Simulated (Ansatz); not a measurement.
Cs2RbAsF6 in space group Fm-3m (No. 225; Cs on 8c, Rb on 4b, As on 4a, F on 24e) under volume change, r²SCAN in the plane-wave PAW code Ansatz, shape and atoms relaxed at each volume.

```json
[
 {"V (Å³/atom)": "19.083", "E − E(relaxed) (meV/atom)": "22.7", "P (GPa)": "4.28"},
 {"V (Å³/atom)": "19.712", "E − E(relaxed) (meV/atom)": "9.4", "P (GPa)": "2.56"},
 {"V (Å³/atom)": "20.341", "E − E(relaxed) (meV/atom)": "2.2", "P (GPa)": "1.15"},
 {"V (Å³/atom)": "20.970", "E − E(relaxed) (meV/atom)": "0.0", "P (GPa)": "0.00"},
 {"V (Å³/atom)": "21.599", "E − E(relaxed) (meV/atom)": "1.9", "P (GPa)": "-0.95"},
 {"V (Å³/atom)": "22.228", "E − E(relaxed) (meV/atom)": "7.2", "P (GPa)": "-1.71"},
 {"V (Å³/atom)": "22.858", "E − E(relaxed) (meV/atom)": "15.2", "P (GPa)": "-2.34"}
]
```

What does a third-order Birch–Murnaghan fit give for V₀, B₀ and B′?

V₀ = 20.97 Å³/atom, B₀ = 34.7 GPa, B′ = 5.7.

The first step of the workflow began from a Materials Project structure, measured or hypothetical; the Crystallography Open Database copy checked does not list it. Whether it is the stable phase at ambient conditions was not checked. Symmetry was held in the r²SCAN relaxation; its stability against distortions is not shown here. Spin–orbit coupling is left out wherever it is not named.

Potentials: the later of the program's two PAW sets.
